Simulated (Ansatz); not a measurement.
InHgClO₂, a known structure type with other elements, at an estimated volume

```
CELL_PARAMETERS angstrom
-5.44516 0.00000 0.00000
0.00000 -5.39484 0.00000
2.72258 0.00000 6.01174
ATOMIC_POSITIONS crystal
Hg 0.38500 0.75000 0.77000
Hg 0.61500 0.25000 0.23000
In 0.09000 0.75000 0.18000
In 0.91000 0.25000 0.82000
Cl 0.75000 0.75000 0.50000
Cl 0.25000 0.25000 0.50000
O 0.75000 0.00000 0.00000
O 0.25000 0.50000 0.00000
O 0.25000 0.00000 0.00000
O 0.75000 0.50000 0.00000
```

Method: Hartree-Fock, no spin polarisation; PAW, plane waves to 420 eV, 4×4×4 Γ-centred mesh, fermi-dirac occupations (width 0.1 eV) (Ansatz 0.2.0), atoms fixed.

**Question.** What do density and ELF say about some of the short contacts?

**Answer.** In–O at 2.20 Å: least valence density 0.47 e/Å³ and ELF 0.16 there. Hg–O at 2.36 Å: least valence density 0.38 e/Å³ and ELF 0.12 there. Cl–Hg at 3.15 Å: least valence density 0.11 e/Å³ and ELF 0.06 there. Both are smooth PAW fields, read partly inside the augmentation spheres.

**Question.** Is the cell too large or too small?

**Answer.** The pressure is -6.4 GPa (compression positive), so with the atoms held at these fractions the cell would first shrink; the forces are large, so a full relaxation may end otherwise. The principal stresses -12.0, -4.3, -2.7 GPa differ, so its shape would change too.

**Question.** Which atom feels the largest force, and which way?

**Answer.** The largest is on In3 (and as large on other atoms): 6.17 eV/Å, components (0.00, 0.00, -6.17). It makes 61° with the line to a nearest neighbour, O7 at 2.20 Å.

**Question.** What is the band gap?

**Answer.** The gap is 5.41 eV, direct at the points sampled.

Origin: a known structure type with other elements, at an estimated volume, so it need not be a known compound. Caveats: no spin-orbit coupling, which can shift this gap by tenths of an eV; atoms or cell far from equilibrium; the exchange threshold is loose for a stress; the SCF threshold is loose for a stress.

Run time, from the program's own first density: 16 min on 2 threads of Intel(R) Xeon(R) Platinum 8488C (Sapphire Rapids), on a shared host, peak memory 3.8 GiB. The time holds forces, stress, Bader, DOS, bands, ELF.
